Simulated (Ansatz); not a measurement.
WS2:
```
WS2
1.0
    3.17171     0.00000     0.00000
   -1.58585     2.74678     0.00000
    0.00000     0.00000    12.55165
W S
2 4
Cartesian
  0.00000   1.83118   3.13791
  1.58585   0.91559   9.41374
  0.00000   1.83118   7.85316
  1.58585   0.91559   1.57734
  1.58585   0.91559   4.69849
  0.00000   1.83118  10.97431
```

r²SCAN+D4 (plane waves, PAW; program Ansatz) gives a gap of 1.18 eV without spin–orbit coupling, maximum at Γ, minimum on the K–Γ line, 48 % of the way from K.

Q: What happens when spin–orbit coupling is switched on?

A: The gap shrinks by 0.06 eV, to 1.12 eV; maximum at Γ, minimum on the K–Γ line, 48 % of the way from K.

Q: Give the electron effective mass with spin–orbit coupling.

A: 0.53, 0.56, 0.59 mₑ (principal values).

Q: Give the hole effective mass with spin–orbit coupling.

A: 0.63, 0.63, 0.74 mₑ (principal values).

Space group P6_3/mmc. The r²SCAN+D4 relaxation kept the symmetry of its start. The run is not spin-polarised.

Potentials: the later of the program's two PAW sets.
